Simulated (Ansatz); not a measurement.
NaCl:
```
CELL_PARAMETERS angstrom
      0.00000     2.80387     2.80387
      2.80387     0.00000     2.80387
      2.80387     2.80387     0.00000
ATOMIC_POSITIONS crystal
  Na 0.00000 0.00000 0.00000
  Cl 0.50000 0.50000 0.50000
```

Relaxed with r²SCAN.

### Question
Give the Bader charges and basin volumes of the independent atoms, DFT-r²SCAN in the program Ansatz with PAW potentials.

### Answer


| atom | Bader charge (e) | Bader volume (Å³) |
|---|---|---|
| Na1 | +0.88 | 9.1 |
| Cl2 | -0.88 | 35.0 |

Space group Fm-3m (rock salt). Symmetry was held in the r²SCAN relaxation.

Potentials: the later of the program's two PAW sets.
